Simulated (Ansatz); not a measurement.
Relax this structure to zero stress and force, keeping its symmetry:

```cif
data_structure
_symmetry_space_group_name_H-M 'P4/mmm'
_symmetry_Int_Tables_number 123
_cell_length_a 3.5424
_cell_length_b 3.5424
_cell_length_c 4.1950
_cell_angle_alpha 90.000
_cell_angle_beta 90.000
_cell_angle_gamma 90.000
_cell_volume 52.64
loop_
_atom_site_label
_atom_site_type_symbol
_atom_site_symmetry_multiplicity
_atom_site_Wyckoff_symbol
_atom_site_fract_x
_atom_site_fract_y
_atom_site_fract_z
_atom_site_occupancy
Y1 Y 1 a 0.00000 0.00000 0.00000 1
In1 In 1 d 0.50000 0.50000 0.50000 1
```

The calculation used Ansatz 0.2.0, DFT r2SCAN, scalar-relativistic, plane waves, PAW.

Settings: cutoff 500 eV, Γ-centred mesh 12×12×10 on the computed 2-atom cell, Gaussian smearing of 0.10 eV; no spin polarisation.

What does it relax to?

The volume rises by 0.01 Å³/atom to 26.33 Å³/atom, and the energy falls by 1.7 meV/atom. Final structure:
```
CELL_PARAMETERS angstrom
3.48954 0.00000 0.00000
0.00000 3.48954 0.00000
0.00000 0.00000 4.32437
ATOMIC_POSITIONS crystal
Y 0.00000 0.00000 0.00000
In 0.50000 0.50000 0.50000
```